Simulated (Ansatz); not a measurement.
Molecular dynamics on a 2×2×1 supercell (16 atoms) of ZnCSb2 (ordering on zincblende), relaxed with r2SCAN. Forces come from PBE in Ansatz 0.2.0: a Langevin thermostat at fixed volume, 1700 K, steps of 2 fs. Computed, non-magnetic; the trajectory is short and the cell small, so nothing here is a converged average. The structure comes from a prototype and may be hypothetical.

```yaml
crystal:
  lattice:
    - [7.654758163, 0.0, 0.0]
    - [0.0, 7.654758163, 0.0]
    - [0.0, 0.0, 5.9708967051]
  atoms:
    - { symbol: Zn, position: [0.0, 0.0, 0.0] }
    - { symbol: Sb, position: [0.0, 0.25, 0.2909733445] }
    - { symbol: C, position: [0.25, 0.25, 0.5] }
    - { symbol: Sb, position: [0.25, 0.0, 0.7090266555] }
    - { symbol: Zn, position: [0.0, 0.5, 0.0] }
    - { symbol: Sb, position: [0.0, 0.75, 0.2909733445] }
    - { symbol: C, position: [0.25, 0.75, 0.5] }
    - { symbol: Sb, position: [0.25, 0.5, 0.7090266555] }
    - { symbol: Zn, position: [0.5, 0.0, 0.0] }
    - { symbol: Sb, position: [0.5, 0.25, 0.2909733445] }
    - { symbol: C, position: [0.75, 0.25, 0.5] }
    - { symbol: Sb, position: [0.75, 0.0, 0.7090266555] }
    - { symbol: Zn, position: [0.5, 0.5, 0.0] }
    - { symbol: Sb, position: [0.5, 0.75, 0.2909733445] }
    - { symbol: C, position: [0.75, 0.75, 0.5] }
    - { symbol: Sb, position: [0.75, 0.5, 0.7090266555] }
kpoints:
  mp_grid: { grid: [2, 2, 2] }
hamiltonian:
  xc: pbe
scf:
  occupations: { method: fermi_dirac, width: 0.146 }
md:
  ensemble: nvt_langevin
  temperature: 1700
  timestep: 2.0
  n_steps: 40
  initial_velocities: maxwell_boltzmann
  seed: 835
```

Run as `ansatz run input.yaml --threads 4 --pin off --max-ram 3686MiB --backend cpu --events-out ev --progress --plain --runs-dir out`. Wall time 3.9 min on 4 threads of Arm Neoverse V1, on a shared host, load about 1.0 per core; peak host memory 1.4 GiB.

Problem. How do temperature and energy develop?

Solution. The temperature starts at 1594 K, is lowest at step 14 (1006 K, 28 fs) and ends at 1254 K. The thermostat hasn't had time to restore it. The atoms start on their lattice sites with kinetic energy alone, so much of it first passes into potential energy. By the last step the atoms have moved 0.32 Å in the root mean square, the drift of the whole cell taken out, 0.56 Å at most.
```tsv
step	t (fs)	T (K)	free energy F from step 0 (meV/atom)	kinetic energy (meV/atom)	largest force (eV/Å)
0	0	1594	0.0	206.0	0.42
1	2	1509	2.6	195.0	0.66
2	4	1497	9.1	193.6	0.90
3	6	1396	18.9	180.4	1.23
4	8	1427	31.4	184.4	1.63
5	10	1396	45.6	180.5	1.98
6	12	1288	60.4	166.5	2.26
7	14	1178	74.1	152.3	2.38
8	16	1091	85.1	141.0	2.50
9	18	1007	94.0	130.1	2.59
10	20	1025	100.1	132.6	2.65
11	22	1091	102.7	141.0	2.79
12	24	1053	103.4	136.1	2.92
13	26	1062	101.9	137.2	3.04
14	28	1006	99.8	130.1	3.17
15	30	1032	98.2	133.5	3.31
16	32	1170	96.3	151.2	3.40
17	34	1104	94.9	142.7	3.44
18	36	1160	94.6	150.0	3.45
19	38	1214	94.9	156.9	3.41
20	40	1259	95.6	162.7	3.34
21	42	1237	97.4	159.9	3.25
22	44	1182	99.2	152.7	3.16
23	46	1231	101.3	159.1	3.03
24	48	1249	104.7	161.4	2.92
25	50	1283	108.3	165.8	2.82
26	52	1322	112.3	170.9	2.70
27	54	1363	117.6	176.2	2.68
28	56	1362	124.2	176.0	2.68
29	58	1149	130.7	148.5	2.66
30	60	1149	136.8	148.5	3.09
31	62	1109	141.8	143.3	3.36
32	64	1169	144.6	151.0	3.46
33	66	1133	145.3	146.4	3.33
34	68	1111	143.7	143.6	2.96
35	70	1086	140.8	140.3	2.50
36	72	1214	136.6	157.0	2.24
37	74	1164	132.7	150.4	2.36
38	76	1168	129.9	151.0	2.51
39	78	1150	128.8	148.7	2.64
40	80	1254	129.0	162.0	2.72
```

Positions (Å) and forces (eV/Å) at step 40:
```
Zn   0.258   0.455   0.218    -0.381  -0.719  -0.475
Sb  -0.213   2.150   2.043     0.280   0.201   0.409
C    1.972   1.758   2.880     0.391   0.047   0.533
Sb   2.052  -0.178   4.356    -0.344   0.807  -0.907
Zn  -0.085   3.764  -0.185     0.928  -0.631  -0.107
Sb   0.371   5.636   1.519    -0.499   0.710   0.516
C    2.053   5.715   2.952    -0.969  -0.755   1.331
Sb   2.232   3.575   4.236    -2.041  -0.108  -0.986
Zn   4.186  -0.071  -0.093    -0.816  -0.379   1.387
Sb   3.893   1.925   1.620    -0.427  -1.157   0.798
C    5.417   1.839   3.185     0.535   0.595  -0.327
Sb   5.855  -0.139   4.119     1.401  -0.302  -1.098
Zn   3.880   3.890   0.076    -0.656   0.468   1.346
Sb   3.842   5.670   1.873     1.811   0.914  -1.110
C    6.055   5.424   2.699    -0.826   0.783   0.824
Sb   5.536   3.998   4.315     1.611  -0.474  -2.134
```
